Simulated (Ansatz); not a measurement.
A geometry of Re away from equilibrium: the start of the relaxation of a relaxed Re cell with every coordinate shifted by Gaussian noise of σ = 0.2 Å. Method: r2SCAN (plane waves to 500 eV, PAW, scalar-relativistic; Ansatz, a quantum-chemistry and plane-wave program). Γ-centred k-mesh 13×13×7 on the run's cell (coarser than for final values), Fermi–Dirac smearing 0.05 eV.

```xyz
2
Lattice="2.7578 0.0000 0.0000 -1.3789 2.3884 0.0000 0.0000 0.0000 4.4628" Properties=species:S:1:pos:R:3 pbc="T T T"
Re     0.2820     1.9839     3.3110
Re     0.8249     0.8111     1.1612
```

Which atoms carry the largest force, and which way does it point?

1.59 eV/Å, on Re1, Re2 (atoms numbered as listed); on Re1 its components are (0.85, 0.62, 1.20).

What is the pressure?

+9.6 GPa, compression positive.

How much energy per atom can still be gained by relaxing?

0.38 eV/atom; the path ends in P6₃/mmc (No. 194) (hcp (Mg type)).

No spin polarisation in the result.

The run could not lose the symmetry of its start.
